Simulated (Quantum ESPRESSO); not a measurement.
Field gradients of BaNaLaWO$_{6}$ from PBE PAW (JTH datasets; density from pw.x of a modified build of Quantum ESPRESSO, gradients reconstructed from it by a script). The input of pw.x:

```
&CONTROL
  calculation = 'scf'
  prefix = 'x'
  pseudo_dir = './pseudo'
  outdir = './out'
  tprnfor = .true.
/
&SYSTEM
  ibrav = 0
  nat = 10
  ntyp = 5
  ecutwfc = 60
  ecutrho = 240
  occupations = 'fixed'
  nbnd = 44
/
&ELECTRONS
  conv_thr = 1e-11
/
ATOMIC_SPECIES
Na 22.990 Na.GGA_PBE-JTH.UPF
Ba 137.327 Ba.GGA_PBE-JTH.UPF
La 138.905 La.GGA_PBE-JTH.UPF
W 183.840 W.GGA_PBE-JTH.UPF
O 15.999 O.GGA_PBE-JTH.UPF
CELL_PARAMETERS angstrom
    0.000000000000     4.323740000000     4.323740000000
    4.323740000000     0.000000000000     4.323740000000
    4.323740000000     4.323740000000     0.000000000000
ATOMIC_POSITIONS crystal
Na     0.750000000000     0.750000000000     0.750000000000
Ba     0.250000000000     0.250000000000     0.250000000000
La     0.000000000000     0.000000000000    -0.000000000000
W      0.500000000000     0.500000000000     0.500000000000
O      0.726240000000     0.273760000000     0.273760000000
O      0.726240000000     0.273760000000     0.726240000000
O      0.273760000000     0.726240000000     0.726240000000
O      0.273760000000     0.726240000000     0.273760000000
O      0.726240000000     0.726240000000     0.273760000000
O      0.273760000000     0.273760000000     0.726240000000
K_POINTS automatic
5 5 5 0 0 0
```
The cell comes from the Materials Project (a computed structure). It is BaNaLaWO6 in F-43m; whether this form has been observed was not checked. Stability against distortions was not tested. Forces on the atoms reach 0.60 eV/Å at this level. The run has no spin polarisation.

Vzz is the sum of three terms, each taken along its main axis: the smooth valence density, the ions (nucleus and frozen core) with the augmentation charges of all other spheres, and the all-electron minus smooth density in the atom's own sphere. The split hangs on the datasets.  Cores are frozen. Against all-electron runs on small test molecules, this scheme's |Vzz| missed by −2 to +6 % on O.

```csv
site,smooth valence density,ions and other spheres,own sphere,Vzz (a.u.)
"O (atoms 5, 6, 7, 8, 9, 10)",0.177,-0.161,[?],[?]
```

Q: Complete the blanks.

A: 
- O (atoms 5, 6, 7, 8, 9, 10), own sphere: 0.092
- O (atoms 5, 6, 7, 8, 9, 10), Vzz (a.u.): 0.109
